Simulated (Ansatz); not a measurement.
# What settings do to one calculation: Si started on a B site in zincblende BAs, 16 atoms, charge +1

Ansatz (PAW, plane waves), atoms fixed. The base input:

```yaml
crystal:
  lattice:
    - [9.535764, 0.000000, 0.000000]
    - [0.000000, 4.767882, 0.000000]
    - [0.000000, 0.000000, 4.767882]
  atoms:
    - { symbol: B, position: [0.002410, 0.003785, 0.998449] }
    - { symbol: B, position: [0.502844, 0.003271, 0.005703] }
    - { symbol: B, position: [0.252087, 0.494072, 0.006244] }
    - { symbol: B, position: [0.750493, 0.507895, 0.997511] }
    - { symbol: B, position: [0.249820, 0.008462, 0.497496] }
    - { symbol: B, position: [0.749835, 0.000447, 0.496330] }
    - { symbol: B, position: [0.004339, 0.498248, 0.496977] }
    - { symbol: As, position: [0.124382, 0.255241, 0.249504] }
    - { symbol: As, position: [0.624192, 0.252146, 0.251757] }
    - { symbol: As, position: [0.374988, 0.751701, 0.250940] }
    - { symbol: As, position: [0.877233, 0.748630, 0.253937] }
    - { symbol: As, position: [0.372922, 0.251348, 0.753387] }
    - { symbol: As, position: [0.875908, 0.252139, 0.750903] }
    - { symbol: As, position: [0.120341, 0.749029, 0.745453] }
    - { symbol: As, position: [0.626414, 0.753447, 0.754392] }
    - { symbol: Si, position: [0.499422, 0.506042, 0.498511] }
kpoints:
  mp_grid: { grid: [2, 2, 2], shift: [0.5, 0.5, 0.5] }
hamiltonian:
  xc: pbesol
total_charge: 1
scf:
  occupations: { method: fermi_dirac, width: 0.01 }
output:
  forces: true
  eigenvalues: true
  populations: true
  charged_corrections: { epsilon: 9.8 }
```

Command:

```sh
ansatz run in.yaml --threads 8 --pin off --max-ram 13300MiB --runs-dir r --events-out ev --progress --plain
```

It converged in 8 iterations and 3.2 s of wall time on 8 threads of an EPYC 7R43 processor, on a host shared with other runs; peak host memory 0.74 GiB; largest force component 3.59 eV/Å. The cutoff was the default, 420 eV. The base isn't a converged reference: it has few k points, and its atoms are unrelaxed. Each run below changes the keys shown and caps the iterations.

| run | changed | ending | iterations | free energy less the base (meV per atom) | rms change of forces (eV/Å) | change of pressure (GPa) | wall time (s, shared host) |
| --- | --- | --- | --- | --- | --- | --- | --- |
| 1 | n_extra_bands 1, accuracy low (cutoff and grids as in the base), max_iter 70 | converged | 8 | 0.0 | 0.000 | – | 3.4 CPU |
| 2 | max_iter 70, total_charge 7 | converged | 9 | other zero | 0.671 | – | 2.9 CPU |
| 3 | max_iter 4, n_extra_bands 1 | not converged | – | – | – | – | – |
| 4 | xc pbe0, dr2_threshold 1e-09, width 0.03 eV, max_iter 80 | converged | 21 | other zero | 0.137 | – | 51 CPU |
| 5 | ecutrho_ratio 2, max_iter 60 | converged | 8 | 0.0 | 0.000 | – | 2.7 CPU |
| 6 | n_extra_bands 0, max_iter 80 | refused | – | – | – | – | – |
| 7 | mixing algorithm linear, max_iter 70 | refused | – | – | – | – | – |
| 8 | ecutwfc 240 eV, dr2_threshold 1e-05, max_iter 70, k points a 2×2×1 mesh centred on Γ | converged | 6 | 653.3 | 0.180 | – | 1.1 CPU |
| 9 | ecutrho_ratio 8, max_iter 70 | converged | 8 | 0.0 | 0.000 | – | 2.8 CPU |
| 10 | max_iter 6, mixing beta 0.1 | not converged | – | – | – | – | – |

«Other zero»: another functional, charge or dispersion term moves the zero of energy, so the difference says nothing of accuracy.

Runs with exact exchange count the iterations of all their loops.

Task: Which changes leave the result alone, and which of the same physical model moves the forces most?

Result: The forces move by under 0.002 eV/Å in runs 1, 5, 9. Run 8 (ecutwfc 240 eV, dr2_threshold 1e-05, max_iter 70, k points a 2×2×1 mesh centred on Γ) moves them most among the runs with the same functional, charge and dispersion term, by 0.180 eV/Å.

Task: Why did some runs give no result?

Result: - run 3: did not converge after 4 iterations: dr2 = 1.34e-3 (threshold 1.00e-7), under the density mixer `msr1`, which `scf.mixing.algorithm: auto` chose by the deck's other keys (type `scf.mixing.algorithm: msr1` to keep it);
- run 6: inconsistent input (scf.n_extra_bands, scf.occupations.method): n_bands = 72 leaves no empty band above the 72 bands per channel that the deck's 144 electrons occupy, and the occupations search for the Fermi level (a smearing at a finite width, or …
- run 7: YAML parse error: error: line 31 column 24: unknown variant `linear`, expected one of auto, anderson, broyden, msr1
- run 10: did not converge after 6 iterations: dr2 = 8.62e-6 (threshold 1.00e-7), under the density mixer `msr1`, which `scf.mixing.algorithm: auto` chose by the deck's other keys (type `scf.mixing.algorithm: msr1` to keep it);
